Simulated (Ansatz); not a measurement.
This guess for Ga5As3N2 is about to be relaxed.

```
CELL_PARAMETERS angstrom
-1.86990 1.86990 13.22218
1.86990 -1.86990 13.22218
1.86990 1.86990 -13.22218
ATOMIC_POSITIONS crystal
Ga 0.50000 0.50000 0.00000
Ga 0.90000 0.90000 0.00000
Ga 0.30000 0.30000 0.00000
Ga 0.70000 0.70000 0.00000
Ga 0.10000 0.10000 0.00000
As 0.00000 0.00000 0.00000
As 0.80000 0.80000 0.00000
As 0.20000 0.20000 0.00000
N 0.60000 0.60000 0.00000
N 0.40000 0.40000 0.00000
```

Method: DFT PBE, scalar-relativistic, plane waves, PAW (Ansatz). Cutoff 420 eV, Gaussian smearing, Γ-centred meshes. Cell and atoms relax first on a coarse mesh and then on a finer one. In between, the cell is made exact in the group found at 0.06 Å. In metals the finer mesh still leaves noise of several meV/atom or more. The steps can't lower the symmetry of their start. No spin polarisation.

A guess keeps its type if space group and coordination stay and the shape of the cell changes little (axis ratios within about 15 %, angles within 6°); the volume may change.

Q: Will the relaxed cell still be of the starting type?

A: It doesn't keep its type. The symmetry stays I4/mmm (No. 139). The volume per atom shrinks by 9.1 %, from 18.5 to 16.8 Å³. The shortest distance goes from 2.64 Å (Ga–As and Ga–N) to 1.95 Å (Ga–N). The ratio c/a of the conventional cell changes by a factor of 1.05. Counting neighbours within 15 % of an atom's shortest distance, the start has As 6, Ga 6, N 6 and the end As 5/6, Ga 1/6, N 1. In detail, at the end Ga on a site of symmetry 4/mmm is surrounded by 2 N at 2.26 Å and 4 As at 2.52 Å; As on a site of symmetry 4/mmm is surrounded by 6 Ga at 2.46–2.52 Å; N is surrounded by 1 Ga at 1.95 Å, 1 Ga at 2.26 Å and 4 Ga at 2.52 Å; 3 more sites not described.

```
Ga As N
1.0
    -1.77982    1.77982   13.27194
     1.77982   -1.77982   13.27194
     1.77982    1.77982  -13.27194
Ga As N
5 3 2
Direct
  0.50000 0.50000 0.00000
  0.90746 0.90746 0.00000
  0.34131 0.34131 0.00000
  0.65869 0.65869 0.00000
  0.09254 0.09254 0.00000
  0.00000 0.00000 0.00000
  0.80953 0.80953 0.00000
  0.19047 0.19047 0.00000
  0.58516 0.58516 0.00000
  0.41484 0.41484 0.00000
```

Formation energies are uncorrected and refer to the elements' standard structures at the same level (N₂ as a molecule).

Q: At what energy does it end?

A: +0.28 eV/atom. It can't be a ground state, since the elements alone are lower.

The last run used a 14×14×14 mesh for its 10-atom cell and Gaussian smearing of 0.10 eV. Weakly bound directions are ill-defined at this level, which has no dispersion term. The reference form of As is held partly by dispersion forces, which this level lacks. Symmetry constrained the relaxation, so the result can be a saddle point.

In counts of neighbours, a slash parts the counts of unlike sites.
